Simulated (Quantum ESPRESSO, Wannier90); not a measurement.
## Wannier functions of CsCdCl₃ (cubic perovskite)

```xyz
5
Lattice="5.2644 0.0000 0.0000 0.0000 5.2644 0.0000 0.0000 0.0000 5.2644" Properties=species:S:1:pos:R:3 pbc="T T T"
Cs     0.0000     0.0000     0.0000
Cd     2.6322     2.6322     2.6322
Cl     0.0000     2.6322     2.6322
Cl     2.6322     0.0000     2.6322
Cl     2.6322     2.6322     0.0000
```

Structure: Materials Project mp-568544, symmetrised, not relaxed again. COD (Crystallography Open Database) records the formula in this space group. Ideal cubic forms of this type are often high-temperature phases that distort on cooling; symmetry holds the cell here, and its stability was not tested. Level: PBEsol, spinors with spin-orbit coupling; pw.x of Quantum ESPRESSO at 82 Ry with PseudoDojo potentials, 4×4×4 k-points, Wannier90. Density: 6×6×6 mesh, cold smearing 0.01 Ry.

A tight-binding model is made by disentanglement and projection with no localisation steps (num_iter = 0), so the 34 orbitals stay atom-like: hydrogen-like Cs: s; Cd: s;p; Cl: s;p, axes along x, y, z; frozen window up to 3.12 eV relative to the valence-band maximum. It follows pw.x to 1.4 meV rms for states up to 2.6 eV relative to the valence-band maximum. Matrix elements depend on this choice of orbitals and windows. Bands 17–22 (Cd 4d 63 %, Cs 5p 32 %), 23–28 (Cd 4d 94 %), 29–32 (Cs 5p 95 %) lie between the kept ones and are excluded.

Problem. What are the on-site energies relative to the valence-band maximum, and how fast do the hoppings decay?

Solution. 
| atom | orbitals | energy (eV) |
|---|---|---|
| Cs1 | s↑ s↓ | 7.59 |
| Cd2 | s↑ s↓ | 2.56 |
| Cd2 | pz↑ pz↓ px↑ px↓ py↑ py↓ | 7.36 |
| Cl3 | s↑ s↓ | -12.71 |
| Cl3 | pz↑ pz↓ py↑ py↓ | -0.82 |
| Cl3 | px↑ px↓ | -0.43 |
| Cl4 | s↑ s↓ | -12.71 |
| Cl4 | pz↑ pz↓ px↑ px↓ | -0.82 |
| Cl4 | py↑ py↓ | -0.43 |
| Cl5 | s↑ s↓ | -12.71 |
| Cl5 | pz↑ pz↓ | -0.43 |
| Cl5 | px↑ px↓ py↑ py↓ | -0.82 |

| distance of the centres (Å) | largest modulus (eV) |
|---|---|
| 2–3 | 2.1 |
| 3–4 | 0.31 |
| 4–5 | 0.045 |
| 5–6 | 0.33 |
| 6–7 | 0.016 |
| 7–8 | 0.098 |
| 8–9 | 0.0098 |
| 9–10 | 0.012 |

Effective spin-orbit constants λ of λ L·S, from the same-site elements px↑–py↑ (λ/2) and dx2-y2↑–dxy↑ (λ), where they are among the larger elements: Cd2 p 0.20 eV.
